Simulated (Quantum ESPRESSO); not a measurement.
Ga4AgWLi2, one run as intended and one with a planted mistake

Simulated, not a measurement. The program is pw.x of Quantum ESPRESSO 7.5 (plane-wave density functional theory). The cell is made up: eight metal atoms on a face-centred cubic lattice, with elements, volume, strain and displacements drawn at random and not relaxed, so it may be unstable or far from any real phase. PseudoDojo standard norm-conserving files set the functional (PBE unless stated); there is no spin polarisation or spin-orbit coupling, the Fermi-Dirac width of 0.25 eV means electrons at about 2900 K, and the masses in the input are unused placeholders. Heavy elements are run without spin-orbit coupling, which real alloys of them have. A spin test at this wide smearing found no moment, but such smearing suppresses magnetism that the real alloy may have.

Intended input:

```
&control calculation='scf', pseudo_dir='./dojo.nc.sr.pbe.v0_5.standard.upf', outdir='./o', disk_io='minimal', tprnfor=.true., tstress=.true. /
&system ibrav=0, nat=8, ntyp=4, nbnd=56, ecutwfc=82.02448710, nosym=.true., tot_charge=0,
 occupations='smearing', smearing='fd', degauss=0.0183746611
/
&electrons conv_thr=1.470e-08, electron_maxstep=70, mixing_beta=0.5 /
ATOMIC_SPECIES
Ag 1.0 Ag.upf
Ga 1.0 Ga.upf
Li 1.0 Li.upf
W 1.0 W.upf
CELL_PARAMETERS angstrom
2.0856 4.1711 2.0856
0.0 4.1711 -4.1711
-4.1711 4.1711 0.0
ATOMIC_POSITIONS angstrom
Ga -0.0199 0.0848 -0.0425
Ag -1.9747 2.0001 -0.0105
W 0.0852 2.115 -1.8956
Li -2.0347 4.1691 -1.9628
Ga -0.0492 4.0729 -0.2229
Ga -1.9459 6.2123 0.0366
Li -0.1856 6.1392 -2.0394
Ga -2.1297 8.384 -1.9899
K_POINTS automatic
5 5 5 1 1 1
```

The log is shortened where brackets say so; the opening notice, blank lines, dates and the lines on written files are dropped, and the path of the files is cut. It prints rydbergs, bohrs and kilobars, and counts compression as positive stress. Its total energy is the free energy E - TS of the whole cell.

Log of the intended run:

```
     Program PWSCF v.7.5
     Parallel version (MPI & OpenMP), running on       4 processor cores
     Number of MPI processes:                 4
     Threads/MPI process:                     1
     [start-up lines left out]
     bravais-lattice index     =            0
     lattice parameter (alat)  =       9.6538  a.u.
     unit-cell volume          =     979.4530 (a.u.)^3
     number of atoms/cell      =            8
     number of atomic types    =            4
     number of electrons       =        91.00
     number of Kohn-Sham states=           56
     kinetic-energy cutoff     =      82.0245  Ry
     charge density cutoff     =     328.0979  Ry
     scf convergence threshold =      1.5E-08
     mixing beta               =       0.5000
     number of iterations used =            8  plain     mixing
     Exchange-correlation= PBE
                           (   1   4   3   4   0   0   0)
     [axes and pseudopotential details left out]
   Cartesian axes
     site n.     atom                  positions (alat units)
         1        Ga     tau(   1) = (  -0.0038954   0.0165995  -0.0083193  )
         2        Ag     tau(   2) = (  -0.3865462   0.3915182  -0.0020554  )
         3        W      tau(   3) = (   0.0166778   0.4140098  -0.3710624  )
         4        Li     tau(   4) = (  -0.3982912   0.8160986  -0.3842168  )
         5        Ga     tau(   5) = (  -0.0096309   0.7972675  -0.0436325  )
         6        Ga     tau(   6) = (  -0.3809086   1.2160536   0.0071644  )
         7        Li     tau(   7) = (  -0.0363311   1.2017443  -0.3992112  )
         8        Ga     tau(   8) = (  -0.4168874   1.6411624  -0.3895216  )
     number of k points=    63  Fermi-Dirac smearing, width (Ry)=  0.0184
                       cart. coord. in units 2pi/alat
        k(    1) = (   0.0000000   0.1224755   0.0000000), wk =   0.0320000
        k(    2) = (  -0.1837125   0.1837139   0.0612385), wk =   0.0320000
     [further k points left out]
     Dense  grid:    98305 G-vectors     FFT dimensions: (  60,  72,  72)
     Estimated max dynamical RAM per process >     332.24 MB
     Estimated total dynamical RAM >       1.23 GB
     Initial potential from superposition of free atoms
     starting charge      90.9792, renormalised to      91.0000
     Starting wfcs are   60 randomized atomic wfcs
     total cpu time spent up to now is       11.1 secs
     per-process dynamical memory:   258.4 Mb
     Self-consistent Calculation
     iteration #  1     ecut=    82.02 Ry     beta= 0.50
     Davidson diagonalization with overlap
     ethr =  1.00E-02,  avg # of iterations =  5.0
     Threshold (ethr) on eigenvalues was too large:
     Diagonalizing with lowered threshold
     Davidson diagonalization with overlap
     ethr =  6.44E-04,  avg # of iterations =  1.8
     total cpu time spent up to now is       62.5 secs
     total energy              =   -1101.99481782 Ry
     estimated scf accuracy    <       0.60899109 Ry
     iteration #  2     ecut=    82.02 Ry     beta= 0.50
     Davidson diagonalization with overlap
     ethr =  6.69E-04,  avg # of iterations =  2.5
     total cpu time spent up to now is       88.3 secs
     total energy              =   -1102.05250629 Ry
     estimated scf accuracy    <       1.56928560 Ry
     [iterations 3 to 9 left out]
     iteration # 10     ecut=    82.02 Ry     beta= 0.50
     Davidson diagonalization with overlap
     ethr =  4.54E-10,  avg # of iterations =  2.0
     total cpu time spent up to now is      286.6 secs
     total energy              =   -1102.28204231 Ry
     estimated scf accuracy    <       0.00000003 Ry
     iteration # 11     ecut=    82.02 Ry     beta= 0.50
     Davidson diagonalization with overlap
     ethr =  3.03E-11,  avg # of iterations =  2.7
     total cpu time spent up to now is      311.5 secs
     End of self-consistent calculation
     [lines on levels left out]
!    total energy              =   -1102.28204232 Ry
     estimated scf accuracy    <          2.3E-09 Ry
     smearing contrib. (-TS)   =      -0.06338610 Ry
     internal energy E=F+TS    =   -1102.21865621 Ry
     The total energy is F=E-TS. E is the sum of the following terms:
     one-electron contribution =    -510.40915807 Ry
     hartree contribution      =     312.75783450 Ry
     xc contribution           =    -253.33270640 Ry
     ewald contribution        =    -651.23462624 Ry
     convergence has been achieved in  11 iterations
     Forces acting on atoms (cartesian axes, Ry/au):
     atom    1 type  2   force =     0.00225882   -0.02443986    0.00153910
     atom    2 type  1   force =    -0.02933851   -0.00299248    0.01307323
     atom    3 type  4   force =     0.03471638   -0.00358224   -0.02393494
     atom    4 type  3   force =    -0.01333665   -0.00662982   -0.01118387
     atom    5 type  2   force =     0.01546709    0.02052927    0.02099267
     atom    6 type  2   force =    -0.02066009    0.00129733   -0.00425507
     atom    7 type  3   force =     0.01417113    0.01099452   -0.00619593
     atom    8 type  2   force =    -0.00327818    0.00482328    0.00996481
     Total force =     0.076319     Total SCF correction =     0.000181
     Computing stress (Cartesian axis) and pressure
          total   stress  (Ry/bohr**3)                   (kbar)     P=      -59.88
  -0.00029309  -0.00014164  -0.00012803          -43.11      -20.84      -18.83
  -0.00014164  -0.00046716   0.00002918          -20.84      -68.72        4.29
  -0.00012803   0.00002918  -0.00046098          -18.83        4.29      -67.81
     init_run     :     10.49s CPU     10.84s WALL (       1 calls)
     electrons    :    298.51s CPU    300.48s WALL (       1 calls)
     forces       :      2.65s CPU      2.69s WALL (       1 calls)
     stress       :      9.65s CPU      9.69s WALL (       1 calls)
     [timing details left out]
     PWSCF        :   5m21.53s CPU   5m24.02s WALL
     JOB DONE.
```

A second run has one planted mistake: one coordinate of one atom is wrong. The input lines that differ:

```
- W 0.0852 2.115 -1.8956
+ W -0.0848 2.115 -1.8956
```

Its log:

```
     Program PWSCF v.7.5
     Parallel version (MPI & OpenMP), running on       4 processor cores
     Number of MPI processes:                 4
     Threads/MPI process:                     1
     [start-up lines left out]
     bravais-lattice index     =            0
     lattice parameter (alat)  =       9.6538  a.u.
     unit-cell volume          =     979.4530 (a.u.)^3
     number of atoms/cell      =            8
     number of atomic types    =            4
     number of electrons       =        91.00
     number of Kohn-Sham states=           56
     kinetic-energy cutoff     =      82.0245  Ry
     charge density cutoff     =     328.0979  Ry
     scf convergence threshold =      1.5E-08
     mixing beta               =       0.5000
     number of iterations used =            8  plain     mixing
     Exchange-correlation= PBE
                           (   1   4   3   4   0   0   0)
     [axes and pseudopotential details left out]
   Cartesian axes
     site n.     atom                  positions (alat units)
         1        Ga     tau(   1) = (  -0.0038954   0.0165995  -0.0083193  )
         2        Ag     tau(   2) = (  -0.3865462   0.3915182  -0.0020554  )
         3        W      tau(   3) = (  -0.0165995   0.4140098  -0.3710624  )
         4        Li     tau(   4) = (  -0.3982912   0.8160986  -0.3842168  )
         5        Ga     tau(   5) = (  -0.0096309   0.7972675  -0.0436325  )
         6        Ga     tau(   6) = (  -0.3809086   1.2160536   0.0071644  )
         7        Li     tau(   7) = (  -0.0363311   1.2017443  -0.3992112  )
         8        Ga     tau(   8) = (  -0.4168874   1.6411624  -0.3895216  )
     number of k points=    63  Fermi-Dirac smearing, width (Ry)=  0.0184
                       cart. coord. in units 2pi/alat
        k(    1) = (   0.0000000   0.1224755   0.0000000), wk =   0.0320000
        k(    2) = (  -0.1837125   0.1837139   0.0612385), wk =   0.0320000
     [further k points left out]
     Dense  grid:    98305 G-vectors     FFT dimensions: (  60,  72,  72)
     Estimated max dynamical RAM per process >     332.24 MB
     Estimated total dynamical RAM >       1.23 GB
     Initial potential from superposition of free atoms
     starting charge      90.9792, renormalised to      91.0000
     Starting wfcs are   60 randomized atomic wfcs
     total cpu time spent up to now is       11.3 secs
     per-process dynamical memory:   258.2 Mb
     Self-consistent Calculation
     iteration #  1     ecut=    82.02 Ry     beta= 0.50
     Davidson diagonalization with overlap
     ethr =  1.00E-02,  avg # of iterations =  5.0
     Threshold (ethr) on eigenvalues was too large:
     Diagonalizing with lowered threshold
     Davidson diagonalization with overlap
     ethr =  6.64E-04,  avg # of iterations =  1.9
     total cpu time spent up to now is       63.0 secs
     total energy              =   -1101.96975466 Ry
     estimated scf accuracy    <       0.62769208 Ry
     iteration #  2     ecut=    82.02 Ry     beta= 0.50
     Davidson diagonalization with overlap
     ethr =  6.90E-04,  avg # of iterations =  2.4
     total cpu time spent up to now is       86.2 secs
     total energy              =   -1102.03326940 Ry
     estimated scf accuracy    <       1.59799884 Ry
     [iterations 3 to 9 left out]
     iteration # 10     ecut=    82.02 Ry     beta= 0.50
     Davidson diagonalization with overlap
     ethr =  4.90E-10,  avg # of iterations =  2.0
     total cpu time spent up to now is      265.6 secs
     total energy              =   -1102.26713154 Ry
     estimated scf accuracy    <       0.00000003 Ry
     iteration # 11     ecut=    82.02 Ry     beta= 0.50
     Davidson diagonalization with overlap
     ethr =  3.46E-11,  avg # of iterations =  3.3
     total cpu time spent up to now is      289.3 secs
     End of self-consistent calculation
     [lines on levels left out]
!    total energy              =   -1102.26713154 Ry
     estimated scf accuracy    <          2.9E-09 Ry
     smearing contrib. (-TS)   =      -0.06430074 Ry
     internal energy E=F+TS    =   -1102.20283080 Ry
     The total energy is F=E-TS. E is the sum of the following terms:
     one-electron contribution =    -510.63241665 Ry
     hartree contribution      =     312.84232966 Ry
     xc contribution           =    -253.33593633 Ry
     ewald contribution        =    -651.07680749 Ry
     convergence has been achieved in  11 iterations
     Forces acting on atoms (cartesian axes, Ry/au):
     atom    1 type  2   force =    -0.00006419   -0.02537096    0.00435347
     atom    2 type  1   force =    -0.04216432   -0.00009775    0.03005923
     atom    3 type  4   force =     0.05814417   -0.01470907   -0.03953021
     atom    4 type  3   force =    -0.02034961   -0.00098750   -0.01174503
     atom    5 type  2   force =     0.01692704    0.02320231    0.01875944
     atom    6 type  2   force =    -0.02029160    0.00378198   -0.00382018
     atom    7 type  3   force =     0.01424322    0.01080170   -0.00690782
     atom    8 type  2   force =    -0.00644470    0.00337928    0.00883110
     Total force =     0.105700     Total SCF correction =     0.000154
     Computing stress (Cartesian axis) and pressure
          total   stress  (Ry/bohr**3)                   (kbar)     P=      -54.62
  -0.00025767  -0.00015241  -0.00015344          -37.91      -22.42      -22.57
  -0.00015241  -0.00045827   0.00003429          -22.42      -67.41        5.04
  -0.00015344   0.00003429  -0.00039785          -22.57        5.04      -58.53
     init_run     :     10.64s CPU     11.02s WALL (       1 calls)
     electrons    :    276.42s CPU    278.02s WALL (       1 calls)
     forces       :      2.59s CPU      2.61s WALL (       1 calls)
     stress       :      9.35s CPU      9.35s WALL (       1 calls)
     [timing details left out]
     PWSCF        :   4m59.35s CPU   5m 1.40s WALL
     JOB DONE.
```

```
                                            intended run  run with the mistake
                          free energy (eV)    -14997.311            -14997.108
         entropy term -TS, part of it (eV)        -0.862                -0.875
                            pressure (GPa)         -5.99                 -5.46
size of the largest force component (eV/Å)         0.893                 1.495
largest change of a force component (eV/Å)                               0.602
                                iterations            11                    11
```

For scale, a rerun of the intended cell at a higher cutoff and on a denser mesh moved values by no more than 0.002 eV in energy, 0.11 GPa in stress and 0.013 eV/Å in force, and a second program with other atomic files agreed on that cell to 2 % rms in force and 0.5 GPa in pressure.